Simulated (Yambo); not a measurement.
Bethe-Salpeter results for MgTiF6

```
CELL_PARAMETERS angstrom
      2.60828     1.50589     4.44451
     -2.60828     1.50589     4.44451
      0.00000    -3.01178     4.44451
ATOMIC_POSITIONS crystal
  F  0.67162 0.84246 0.24225
  F  0.32838 0.15754 0.75775
  F  0.24225 0.67162 0.84246
  F  0.75775 0.32838 0.15754
  F  0.84246 0.24225 0.67162
  F  0.15754 0.75775 0.32838
  Mg 0.50000 0.50000 0.50000
  Ti 0.00000 0.00000 0.00000
```

The geometry is that of Materials Project entry mp-1399447, symmetrised and not relaxed again.

BSE in Yambo on norm-conserving PBEsol (Quantum ESPRESSO, 84 Ry, no spin-orbit coupling) bands: 4×4×4 mesh, 18 valence and 7 conduction bands, static screening with 70 bands and a 3 Ry block, scissor 4.70 eV, Tamm-Dancoff; field along x.

```
state  energy (eV)  states within 2 meV  relative strength  class    main transitions
-----  -----------  -------------------  -----------------  -----  ------------------
1             6.06                    1             < 0.01   dark  several band pairs
2             6.17                    2             < 0.01   dark  several band pairs
3             6.21                    1             < 0.01   dark  several band pairs
4             6.23                    1             < 0.01   dark  several band pairs
5             6.26                    2             < 0.01   dark  several band pairs
6             6.44                    1             < 0.01   dark  several band pairs
7             6.46                    2               0.02   dark  several band pairs
8             6.53                    1             < 0.01   dark  several band pairs
```

These are vertical excitations (zero momentum). The direct quasiparticle gap on this mesh is 9.59 eV; counted from there, state 1 is bound by 3.53 eV. Convergence with the mesh was not shown.

Spin singlets only. Strengths are relative to the strongest of the lowest states of this run; strong means a line over 3 % of the spectrum's maximum, dark under 0.03 %. Absolute energies carry the error of the G0W0 scissor, whose convergence isn't established; the long-wavelength screening was taken along (1,1,1) although the crystal is anisotropic.

The structure is a Materials Project entry; no match was found in the copy of COD used, and its stability was not checked.
